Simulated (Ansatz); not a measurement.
NiO (rock salt)

```xyz
2
Lattice="0.0000 2.0586 2.0586 2.0586 0.0000 2.0586 2.0586 2.0586 0.0000" Properties=species:S:1:pos:R:3 pbc="T T T"
O      0.0000     0.0000     0.0000
Ni     2.0586     2.0586     2.0586
```

The slice is a {100} plane (indices of the conventional cell) through the point (0.500, 0.500, 0.500) (fractional), spanned by u = [100] and v = [0 1 -1] in vectors of this cell: u (2.91 Å) and v (2.91 Å, at 90° to u). It covers one period; positions are fractions (u, v).

Method: PBEsol (plane waves to 420 eV, PAW, scalar-relativistic; Ansatz, a first-principles code). k mesh 19×19×19. Near the nuclei the fields are pseudised (PAW); where an atom keeps semicore shells as valence, they peak there. NiO is run spin-polarised and with no Hubbard U; the real compound is an antiferromagnetic insulator, a state that this run doesn't describe. NiO was relaxed with its symmetry unable to fall. Relaxed NiO ends ferromagnetic. The PAW data are Ansatz's earlier set. The magnetic order is the one the run started from; other orders were not tried.

Three fields on this plane, each scaled to ten steps between its own extremes (0 low, 9 high; the total valence density on a logarithmic scale, the potential cut 8 eV below its top; x marks points blanked near nuclei; v = 0 in the bottom row):

Map A
```
|xxxxxxxxxx0267899987620xxxxxxxxx|
|xxxxxxxxxx0367999997630xxxxxxxxx|
|xxxxxxxxxx0468999998640xxxxxxxxx|
|xxxxxxxxxx0578999998750xxxxxxxxx|
|xxxxxxxxx025788999887520xxxxxxxx|
|xxxxxxxx00467788888776400xxxxxxx|
|xxxxxxx00356xxxxxxxxx65300xxxxxx|
|xxxxxx00245xxxxxxxxxxx54200xxxxx|
|xxxxx00345xxxxxxxxxxxxx54300xxxx|
|000002455xxxxxxxxxxxxxxx55420000|
|22345566xxxxxxxxxxxxxxxxx6655432|
|6666777xxxxxxxxxxxxxxxxxxx777666|
|7788887xxxxxxxxxxxxxxxxxxx788887|
|8889988xxxxxxxxxxxxxxxxxxx889988|
|9999998xxxxxxxxxxxxxxxxxxx899999|
|9999999xxxxxxxxxxxxxxxxxxx999999|
|9999998xxxxxxxxxxxxxxxxxxx899999|
|8889988xxxxxxxxxxxxxxxxxxx889988|
|7788887xxxxxxxxxxxxxxxxxxx788887|
|6666777xxxxxxxxxxxxxxxxxxx777666|
|22345566xxxxxxxxxxxxxxxxx6655432|
|000002455xxxxxxxxxxxxxxx55420000|
|xxxxx00345xxxxxxxxxxxxx54300xxxx|
|xxxxxx00245xxxxxxxxxxx54200xxxxx|
|xxxxxxx00356xxxxxxxxx65300xxxxxx|
|xxxxxxxx00467788888776400xxxxxxx|
|xxxxxxxxx025788999887520xxxxxxxx|
|xxxxxxxxxx0578999998750xxxxxxxxx|
|xxxxxxxxxx0468999998640xxxxxxxxx|
|xxxxxxxxxx0367999997630xxxxxxxxx|
|xxxxxxxxxx0267899987620xxxxxxxxx|
|xxxxxxxxxx0267899987620xxxxxxxxx|
```

Map B
```
|xxxxxxxxxx1000000000001xxxxxxxxx|
|xxxxxxxxxx1000000000001xxxxxxxxx|
|xxxxxxxxxx0000111110000xxxxxxxxx|
|xxxxxxxxxx0001233321000xxxxxxxxx|
|xxxxxxxxx001235565532100xxxxxxxx|
|xxxxxxxx00124689998642100xxxxxxx|
|xxxxxxx00125xxxxxxxxx52100xxxxxx|
|xxxxxx00125xxxxxxxxxxx52100xxxxx|
|xxxxx00126xxxxxxxxxxxxx62100xxxx|
|111000125xxxxxxxxxxxxxxx52100011|
|00000125xxxxxxxxxxxxxxxxx5210000|
|0000024xxxxxxxxxxxxxxxxxxx420000|
|0000136xxxxxxxxxxxxxxxxxxx631000|
|0001258xxxxxxxxxxxxxxxxxxx852100|
|0001359xxxxxxxxxxxxxxxxxxx953100|
|0001369xxxxxxxxxxxxxxxxxxx963100|
|0001359xxxxxxxxxxxxxxxxxxx953100|
|0001258xxxxxxxxxxxxxxxxxxx852100|
|0000136xxxxxxxxxxxxxxxxxxx631000|
|0000024xxxxxxxxxxxxxxxxxxx420000|
|00000125xxxxxxxxxxxxxxxxx5210000|
|111000125xxxxxxxxxxxxxxx52100011|
|xxxxx00126xxxxxxxxxxxxx62100xxxx|
|xxxxxx00125xxxxxxxxxxx52100xxxxx|
|xxxxxxx00125xxxxxxxxx52100xxxxxx|
|xxxxxxxx00124689998642100xxxxxxx|
|xxxxxxxxx001235565532100xxxxxxxx|
|xxxxxxxxxx0001233321000xxxxxxxxx|
|xxxxxxxxxx0000111110000xxxxxxxxx|
|xxxxxxxxxx1000000000001xxxxxxxxx|
|xxxxxxxxxx1000000000001xxxxxxxxx|
|xxxxxxxxxx1000000000001xxxxxxxxx|
```

Map C
```
|xxxxxxxxxx2100000000012xxxxxxxxx|
|xxxxxxxxxx3100000000013xxxxxxxxx|
|xxxxxxxxxx3100000000013xxxxxxxxx|
|xxxxxxxxxx3100000000013xxxxxxxxx|
|xxxxxxxxx521000000000125xxxxxxxx|
|xxxxxxxx84210000000001248xxxxxxx|
|xxxxxxx95310xxxxxxxxx01359xxxxxx|
|xxxxxx85321xxxxxxxxxxx12358xxxxx|
|xxxxx54321xxxxxxxxxxxxx12345xxxx|
|223333211xxxxxxxxxxxxxxx11233332|
|11111110xxxxxxxxxxxxxxxxx0111111|
|0000000xxxxxxxxxxxxxxxxxxx000000|
|0000000xxxxxxxxxxxxxxxxxxx000000|
|0000000xxxxxxxxxxxxxxxxxxx000000|
|0000000xxxxxxxxxxxxxxxxxxx000000|
|0000000xxxxxxxxxxxxxxxxxxx000000|
|0000000xxxxxxxxxxxxxxxxxxx000000|
|0000000xxxxxxxxxxxxxxxxxxx000000|
|0000000xxxxxxxxxxxxxxxxxxx000000|
|0000000xxxxxxxxxxxxxxxxxxx000000|
|11111110xxxxxxxxxxxxxxxxx0111111|
|223333211xxxxxxxxxxxxxxx11233332|
|xxxxx54321xxxxxxxxxxxxx12345xxxx|
|xxxxxx85321xxxxxxxxxxx12358xxxxx|
|xxxxxxx95310xxxxxxxxx01359xxxxxx|
|xxxxxxxx84210000000001248xxxxxxx|
|xxxxxxxxx521000000000125xxxxxxxx|
|xxxxxxxxxx3100000000013xxxxxxxxx|
|xxxxxxxxxx3100000000013xxxxxxxxx|
|xxxxxxxxxx3100000000013xxxxxxxxx|
|xxxxxxxxxx2100000000012xxxxxxxxx|
|xxxxxxxxxx2100000000012xxxxxxxxx|
```

**Question.** Assign the maps to these fields: ELF of the up spins; spin density, up minus down; electrostatic potential energy of an electron, from the cell's mean.

**Answer.** A is the electrostatic potential energy of an electron, from the cell's mean; B is the ELF of the up spins; C is the spin density, up minus down.
